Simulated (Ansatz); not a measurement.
# Calculated 11B NMR of the central transition for BN under strain

Cell: an entry of the Crystallography Open Database (COD), relaxed with PBE at fixed cell and then changed (z stretched by 1 %, ions relaxed).

```yaml
crystal:
  lattice:
    - [2.54000, 0.00000, 0.00000]
    - [-1.27000, 2.19970, 0.00000]
    - [0.00000, 0.00000, 6.66398]
  atoms:
    - { symbol: B, position: [0.33333, 0.66667, 0.25000] }
    - { symbol: B, position: [0.66667, 0.33333, 0.75000] }
    - { symbol: N, position: [0.33333, 0.66667, 0.75000] }
    - { symbol: N, position: [0.66667, 0.33333, 0.25000] }
```

Atoms are numbered from 1 in the order listed; like atoms form one site, named after its first atom.

Computed with Ansatz: DFT, PBE, plane waves and PAW, scalar-relativistic, 420 eV cutoff, Γ-centred 13×13×5 k-points, Fermi–Dirac smearing 0.02 eV.

11B has I = 3/2 and Q = 40.59 mb (Pyykkö 2018); at 16.4 T its Larmor frequency is ν₀ = 224.1 MHz. Only the quadrupole interaction is simulated: positions count from each site's isotropic chemical shift, and J coupling is left out, as are shift anisotropy and dipolar coupling, which fast spinning averages.

Q: Simulate the second-order pattern (fast magic-angle spinning, Gaussian broadening 0.06 kHz) of site B (3 N at 1.47 Å).

A: The calculation gives C_Q = 2.69 MHz and η = 0.00, so ν_Q = 1.34 MHz and the centre of gravity lies at -3.60 ppm (-0.807 kHz).

```json
{"offset (kHz)": "-2.104", "height": "0"}
{"offset (kHz)": "-2.054", "height": "0"}
{"offset (kHz)": "-2.005", "height": "3"}
{"offset (kHz)": "-1.955", "height": "4"}
{"offset (kHz)": "-1.906", "height": "5"}
{"offset (kHz)": "-1.856", "height": "5"}
{"offset (kHz)": "-1.807", "height": "5"}
{"offset (kHz)": "-1.758", "height": "5"}
{"offset (kHz)": "-1.708", "height": "5"}
{"offset (kHz)": "-1.659", "height": "5"}
{"offset (kHz)": "-1.609", "height": "5"}
{"offset (kHz)": "-1.560", "height": "5"}
{"offset (kHz)": "-1.511", "height": "5"}
{"offset (kHz)": "-1.461", "height": "6"}
{"offset (kHz)": "-1.412", "height": "6"}
{"offset (kHz)": "-1.362", "height": "6"}
{"offset (kHz)": "-1.313", "height": "13"}
{"offset (kHz)": "-1.264", "height": "65"}
{"offset (kHz)": "-1.214", "height": "72"}
{"offset (kHz)": "-1.165", "height": "50"}
{"offset (kHz)": "-1.115", "height": "42"}
{"offset (kHz)": "-1.066", "height": "38"}
{"offset (kHz)": "-1.017", "height": "36"}
{"offset (kHz)": "-0.967", "height": "34"}
{"offset (kHz)": "-0.918", "height": "33"}
{"offset (kHz)": "-0.868", "height": "33"}
{"offset (kHz)": "-0.819", "height": "32"}
{"offset (kHz)": "-0.769", "height": "33"}
{"offset (kHz)": "-0.720", "height": "33"}
{"offset (kHz)": "-0.671", "height": "34"}
{"offset (kHz)": "-0.621", "height": "35"}
{"offset (kHz)": "-0.572", "height": "37"}
{"offset (kHz)": "-0.522", "height": "40"}
{"offset (kHz)": "-0.473", "height": "44"}
{"offset (kHz)": "-0.424", "height": "51"}
{"offset (kHz)": "-0.374", "height": "65"}
{"offset (kHz)": "-0.325", "height": "100"}
{"offset (kHz)": "-0.275", "height": "67"}
{"offset (kHz)": "-0.226", "height": "5"}
{"offset (kHz)": "-0.177", "height": "0"}
```

An axis of threefold or higher order runs through B, so V_zz lies along it and η is zero.

At this changed cell the PBE pressure is -6 GPa.
